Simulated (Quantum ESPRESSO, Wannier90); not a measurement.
## Wannierisation of ScS (rock salt)

```xyz
2
Lattice="0.0000 2.6088 2.6088 2.6088 0.0000 2.6088 2.6088 2.6088 0.0000" Properties=species:S:1:pos:R:3 pbc="T T T"
Sc     2.6088     2.6088     2.6088
S      0.0000     0.0000     0.0000
```

Materials Project entry mp-1476; symmetrised, unrelaxed at this level. COD (Crystallography Open Database) has an entry of this formula and space group (matched by these alone). Method: PBEsol plane waves in Quantum ESPRESSO 7.5 (PseudoDojo norm-conserving files, 63 Ry, no spin polarisation, no spin-orbit coupling), Bloch states on a 10×10×10 mesh through Γ, Wannier90 4.0.1. Density: 10×10×10 mesh, cold smearing 0.01 Ry.

A tight-binding model is made by disentanglement and projection with no localisation steps (num_iter = 0), so the 8 orbitals stay atom-like: hydrogen-like Sc: d; S: p, axes along x, y, z; frozen window up to 1.50 eV relative to the Fermi level. It follows pw.x to 6.3 meV rms for states up to 1.0 eV relative to the Fermi level. Matrix elements depend on this choice of orbitals and windows.

**Question.** Which pairs of orbitals on different sites are coupled most strongly? Give distance, modulus and how many such pairs a cell has.

**Answer.** 
| orbital | orbital | distance of the centres (Å) | modulus (eV) | pairs |
|---|---|---|---|---|
| S pz | Sc dz2 | 2.61 | 1.57 | 2 |
| S py | Sc dx2-y2 | 2.61 | 1.36 | 2 |
| S px | Sc dx2-y2 | 2.61 | 1.36 | 2 |
| S px | Sc dxz | 2.61 | 0.83 | 2 |
| S py | Sc dyz | 2.61 | 0.83 | 2 |
| S pz | Sc dyz | 2.61 | 0.83 | 2 |
| S px | Sc dxy | 2.61 | 0.83 | 2 |
| S pz | Sc dxz | 2.61 | 0.83 | 2 |
| S py | Sc dxy | 2.61 | 0.83 | 2 |
| S py | Sc dz2 | 2.61 | 0.79 | 2 |
| S px | Sc dz2 | 2.61 | 0.79 | 2 |
| Sc dxy | Sc dxy | 3.69 | 0.47 | 2 |
| Sc dyz | Sc dyz | 3.69 | 0.47 | 2 |
| Sc dxz | Sc dxz | 3.69 | 0.47 | 2 |
| S px | S py | 3.69 | 0.36 | 4 |
| S py | S pz | 3.69 | 0.36 | 4 |
| S px | S pz | 3.69 | 0.36 | 4 |
| Sc dx2-y2 | Sc dx2-y2 | 3.69 | 0.24 | 2 |
| S py | S py | 3.69 | 0.20 | 4 |
| S px | S px | 3.69 | 0.20 | 4 |
| S pz | S pz | 3.69 | 0.20 | 4 |
| Sc dz2 | Sc dz2 | 3.69 | 0.18 | 4 |
| Sc dxz | Sc dxz | 3.69 | 0.13 | 4 |
| Sc dyz | Sc dyz | 3.69 | 0.13 | 4 |
| Sc dxy | Sc dxy | 3.69 | 0.13 | 4 |
| Sc dx2-y2 | Sc dz2 | 3.69 | 0.10 | 8 |
| S pz | S pz | 5.22 | 0.10 | 2 |
| S py | S py | 5.22 | 0.10 | 2 |
| S px | S px | 5.22 | 0.10 | 2 |
| Sc dxz | Sc dyz | 3.69 | 0.10 | 4 |
